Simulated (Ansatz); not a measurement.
The relaxed structure here is a generated cell of BaS3: the first start was made by a random draw of sites in a space group, and the end was not matched to a known phase here, so it may be hypothetical. Known forms of BaS3 include space group No. 113.

One starting cell of BaS3 (a randomly generated symmetric cell of BaS3 (space group No. 134)) was relaxed twice with Ansatz (plane waves, PAW, scalar-relativistic): with r2SCAN at 500 eV and with PBE at 420 eV. The r2SCAN result:

BaS3 is taken in the tetragonal space group P4₂/nnm, origin choice 1 (No. 134), Pearson symbol tP8. Conventional cell: a = b = 6.164 Å, c = 7.166 Å, α = β = γ = 90.00°. Ba on 2a is surrounded by 4 S at 2.821 Å and 2 S at 3.583 Å. S1 on 2b is surrounded by 2 Ba at 3.583 Å (linear). S2 on 4f has 2 Ba at 2.821 Å (linear). (Neighbours: up to the widest gap in distance over summed covalent radii, below 1.35, at either atom; cation-cation and far metal-metal contacts left out.)

| quantity | r2SCAN | PBE |
|---|---|---|
| space group | P4₂/nnm | P4₂/nnm |
| volume (Å³/atom) | 34.03 | 34.39 |
| a (Å) | 6.164 | 6.204 |
| c (Å) | 7.166 | 7.149 |
| gap (eV, no spin-orbit coupling) | 0.00 | 0.00 |

Both levels end in the same structure; PBE's volume is 1.1 % larger. Neither column is exact.

No spin polarisation in the result.

The run could not lose the symmetry of its start: the end is stationary, and may be a saddle point rather than a minimum.

All atoms sit on sites fixed by symmetry, so only the cell could relax.

Ansatz is a program for electronic structure.
